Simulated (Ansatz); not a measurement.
From the elastic tensor of TiZn$_{3}$ at 25 GPa (stress–strain coefficients) to moduli and sound speeds

Level of theory: DFT LDA, scalar-relativistic, plane waves, PAW (Ansatz 0.2.0). Plane waves to 420 eV; Γ-centred k mesh 12×12×12; Fermi-Dirac smearing of 0.15 eV. No spin polarisation.

It takes space group Pm-3m (No. 221, cubic). The conventional cell has a = 3.631 Å, b = 3.631 Å, c = 3.631 Å, α = 90.00°, β = 90.00°, γ = 90.00°. Ti (site symmetry m-3m) has 12 Zn at 2.57 Å as nearest neighbours. Around Zn (site symmetry 4/mmm) lie 4 Ti at 2.57 Å and 8 Zn at 2.57 Å.

In a metal, frequencies and elastic constants depend on the k mesh and the smearing, soft modes and shear constants most. Other phases may be more stable at this pressure.

Relaxed-ion constants (GPa, on the Cartesian axes of the calculation):
C11 = 283.2, C12 = 207.2, C13 = 207.2, C22 = 283.2, C23 = 207.2, C33 = 283.2, C44 = 141.3, C55 = 141.3, C66 = 141.3 GPa; the others vanish.

Density 8.463 g/cm³; 4 atoms in 47.88 Å³.

The values that follow are for a polycrystal of randomly turned grains, by Hill's mean where one number stands. In a crystal this anisotropic the Voigt and Reuss bounds lie far apart, so Hill's mean and the sound speeds and Debye temperature from it are rough.

With S = C⁻¹: B_V = (C11+C22+C33+2(C12+C13+C23))/9, G_V = (C11+C22+C33−C12−C13−C23+3(C44+C55+C66))/15, 1/B_R = S11+S22+S33+2(S12+S13+S23), 15/G_R = 4(S11+S22+S33−S12−S13−S23)+3(S44+S55+S66); Hill is their mean. Then v_l = √((B+4G/3)/ρ), v_t = √(G/ρ), v_m = [(2/v_t³+1/v_l³)/3]^(−1/3) and Θ = (ħ/k_B)·v_m·(6π²n/V)^(1/3) for n atoms in the volume V; E = 9BG/(3B+G), ν = (3B−2G)/(2(3B+G)) and A^U = 5G_V/G_R + B_V/B_R − 6.

```
Bulk modulus, Voigt / Reuss / Hill          : 232.5 / 232.5 / 232.5 GPa
Shear modulus, Voigt / Reuss / Hill         : 100.0 / 67.7 / 83.8 GPa
Young's modulus                             : 225 GPa
Poisson ratio                               : 0.339
Pugh ratio B/G                              : 2.77
Universal anisotropy index                  : 2.38
Longitudinal and transverse sound speeds    : 6378 and 3147 m/s
Debye temperature from the mean sound speed : 460 K
```

Cost: 1 run of about 1.5 core-minutes, on Arm Neoverse V2 (shared hosts).